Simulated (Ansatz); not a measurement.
HgSe (zinc blende)

```cif
data_HgSe
_chemical_formula_sum 'Se1 Hg1'
_space_group_name_H-M_alt 'P 1'
_space_group_IT_number 1
_cell_length_a 4.42648
_cell_length_b 4.42648
_cell_length_c 4.42648
_cell_angle_alpha 60.000
_cell_angle_beta 60.000
_cell_angle_gamma 60.000
loop_
_space_group_symop_operation_xyz
  'x, y, z'
loop_
_atom_site_label
_atom_site_type_symbol
_atom_site_fract_x
_atom_site_fract_y
_atom_site_fract_z
_atom_site_occupancy
Se1 Se 0.75000 0.75000 0.75000 1
Hg1 Hg 0.00000 0.00000 0.00000 1
```

Equation-of-state scan: isotropic scaling of the cell above, V₀ being its volume. Symmetry pins the atoms to their sites.

Computed with PBE (plane waves to 420 eV, PAW, scalar-relativistic; Ansatz, a program for electronic structure). k mesh 13×13×13 (Γ-centred), Fermi-Dirac smearing 0.05 eV. E stands for the smeared free energy. Compression counts positive. At this level the bands of HgSe touch or barely overlap. HgSe was relaxed with its symmetry unable to fall. Spin-orbit coupling is left out, though Hg is heavy. The relaxed volume of HgSe is well above the measured one; the method has no dispersion term. The zero of ΔE is the relaxed starting cell.

The scan covers V/V₀ from 0.900 to 1.100 in 11 points.

Problem. What is the fitted pressure derivative B₀′?

Solution. 5.1.

Problem. What bulk modulus B₀ follows from a third-order Birch-Murnaghan fit?

Solution. 42.5 GPa.

(Under strain, the slope of the energy per volume gives the stress and its curvature an elastic modulus.)
